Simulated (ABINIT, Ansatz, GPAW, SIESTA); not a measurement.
# Sn3Se: 4 runs at one level of theory

```
CELL_PARAMETERS angstrom
4.74188 0.00000 0.00000
0.00000 4.74188 0.00000
0.00000 0.00000 4.74188
ATOMIC_POSITIONS crystal
Sn 0.50380 0.50400 0.99810
Sn 0.51121 0.99162 0.49897
Sn 0.00419 0.50945 0.51201
Se 0.00479 0.99229 0.99972
```

The cell comes from a database or a generator and needn't be the stable form of this composition.

Atoms were shifted at random by some hundredths of an Å from the given cell, which wasn't relaxed again for these runs.

Alike in all runs: task single point; functional PBEsol; k mesh 6 × 6 × 6; occupations fermi-dirac, width 0.05 eV; no spin polarisation; no spin-orbit coupling. A missing gap at this level doesn't show that the real crystal is a metal. Pressure is positive in compression and, in plane waves, holds the error of the finite cutoff.

```csv
program and potentials,plane-wave cutoff (eV),notes,band gap (eV),pressure (GPa),largest force (eV/Å),energy over the undisturbed cell (meV/atom)
"SIESTA, files PseudoDojo sr-pbesol-0.4.1-standard, DZP (energy shift 0.003 Ry; two zetas on semicore shells)",-,atomic basis; 14.5 valence electrons an atom on average,no gap,-1.70,0.200,2.10
"GPAW, PAW data sets generated for this functional",600,12 valence electrons an atom on average,no gap,-2.75,0.146,0.85
"ABINIT, PseudoDojo NC SR PBEsol v0.4.1 standard",1170,14.5 valence electrons an atom on average,?,?,?,?
"Ansatz, all-electron LAPW, scalar-relativistic",-,-,no gap,-2.57,0.149,-
```

Estimate from the other rows what the run with ABINIT, PseudoDojo NC SR PBEsol v0.4.1 standard gave.

No band gap; pressure -2.51 GPa; largest force 0.153 eV/Å; energy over the undisturbed cell 1.02 meV/atom. The other rows, which needn't bracket it: pressure -2.75 to -1.70; largest force 0.146 to 0.200; energy over the undisturbed cell 0.85 to 2.10.
